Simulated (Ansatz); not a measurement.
**Be3Te2S: rattling a relaxed structure**

The structure comes from a proposed guess, relaxed at this level; another structure or a mixture of phases may lie lower.

Method: DFT PBE, scalar-relativistic, plane waves, PAW (Ansatz). Plane waves to 420 eV, a k mesh through Γ of 10×10×10 on the computed 6-atom cell and Gaussian smearing (0.02 eV); no spin polarisation.

The cell below (6 atoms, space group Imm2 (No. 44)) is relaxed within its symmetry.

```xyz
6
Lattice="-1.9145 5.7355 2.6929 1.9145 -5.7355 2.6929 1.9145 5.7355 -2.6929" Properties=species:S:1:pos:R:3 pbc="T T T"
Be    1.9145    4.0183    1.4647
Be    0.0000    1.7173    4.1576
Be    1.9145    0.0000    1.1223
Te    1.9145    1.8819    2.6870
Te    1.9145   -1.8819    2.6870
S     0.0000    0.0000   -0.0008
```

For the test a repeat of it with 12 atoms (edges 6.61, 6.61, 6.62 Å) was strained at random (σ = 1.5 % a component), the atoms were moved at random (σ = 0.05 Å), and all was relaxed again on a coarse 4×2×4 mesh (in the run’s order of axes) with 0.10 eV smearing, with no symmetry imposed.

Spin–orbit coupling, which can matter for Te, is left out.

Question: Does it come back?

Answer: It returns, within 1 meV/atom of the unmoved cell on that mesh and with the same symmetry when read at 0.1 Å. No instability shows in this cell; modes of other wave vectors, which need another repeat, aren't tested.
